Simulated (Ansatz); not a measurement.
Elastic constants of AlN (P6_3mc) under pressure

```yaml
crystal:
  lattice:
    - [3.10670, 0.00000, 0.00000]
    - [-1.55335, 2.69048, 0.00000]
    - [0.00000, 0.00000, 4.97852]
  atoms:
    - { symbol: Al, position: [0.33333, 0.66667, 0.99920] }
    - { symbol: Al, position: [0.66667, 0.33333, 0.49920] }
    - { symbol: N, position: [0.33333, 0.66667, 0.38080] }
    - { symbol: N, position: [0.66667, 0.33333, 0.88080] }
```

This is the zero-pressure cell. At each pressure cell and atoms are relaxed in this structure, and the constants are slopes of the stress at strains of ±0.005 with relaxed ions (the coefficients that govern stability under load). Level: r²SCAN, PAW on Ansatz 0.2.0's default frozen-core files (fitted under PBE), scalar-relativistic; k mesh 8×8×6, strains of ±0.005, fixed occupations, cutoff 500 eV. P is the pressure of the relaxed cell, less that of this one.

```tsv
P (GPa)	V/V₀	C11 (GPa)	C12 (GPa)	C13 (GPa)	C33 (GPa)	C44 (GPa)
0.00	1.0000	408.5	138.3	105.0	384.6	123.3
1.00	0.9953	412.8	142.3	108.7	387.6	123.6
2.01	0.9907	417.0	146.3	112.4	390.8	124.0
4.00	0.9818	425.1	154.3	119.9	396.6	124.7
7.00	0.9691	437.0	166.1	131.1	404.7	125.6
10.01	?	?	?	?	?	?
15.01	0.9385	467.3	197.7	161.2	423.2	127.8
```

Q: Does the bulk modulus from the constants agree with the pressure-volume curve?

A: A third-order Birch-Murnaghan fit to the volumes shown (F against f, f = [(V₀/V)^(2/3) − 1]/2) gives B₀ = 210.2 GPa and B′ = 3.8. Its −V dP/dV stands beside the Reuss value 1/ΣS_ij (i, j ≤ 3):

| P (GPa) | from P(V) | from the constants |
| --- | --- | --- |
| 0.00 | 210.2 | 210.1 |
| 1.00 | 213.9 | 213.9 |
| 2.01 | 217.7 | 217.7 |
| 4.00 | 225.1 | 225.1 |
| 7.00 | 236.1 | 236.1 |
| 15.01 | 264.9 | 264.8 |

Q: What are the pressure derivatives at zero pressure?

A: Slopes at V₀ of quadratic fits in −ln(V/V₀) through the first four rows shown, divided by B₀: dC11/dP = 4.3, dC12/dP = 4.0, dC13/dP = 3.7, dC33/dP = 3.2, dC44/dP = 0.4. The mean slopes up to 2.0 GPa are 4.2, 4.0, 3.7, 3.1, 0.4; curvature and scatter of the constants part the two.

Q: Fill the row at 10.01 GPa.

A: Cubic fits in −ln(V/V₀) through all rows shown give C11 = 448.5, C12 = 177.9, C13 = 142.3, C33 = 412.2, C44 = 126.5 GPa. Computed: V/V₀ = 0.9571, C11 (GPa) = 448.7, C12 (GPa) = 178.0, C13 (GPa) = 142.3, C33 (GPa) = 412.2, C44 (GPa) = 126.5.

Q: Does a shear stiffness soften?

A: C44 goes from 123.3 to 127.8 GPa; (C11 − C12)/2 goes from 135.1 to 134.8 GPa, through a maximum of 135.4 near 7 GPa. Neither ends more than 3 % under its start, and the lattice stays mechanically stable over this range.

Keep in mind: no other phase was computed; many crystals of this kind change structure within this range, and rows or crossings beyond such a change describe a metastable lattice; frozen-core PAW files fitted under PBE, their cores solved anew for the functional of the run; constants at zero field, no piezoelectric stiffening; phonons weren't checked at these pressures.
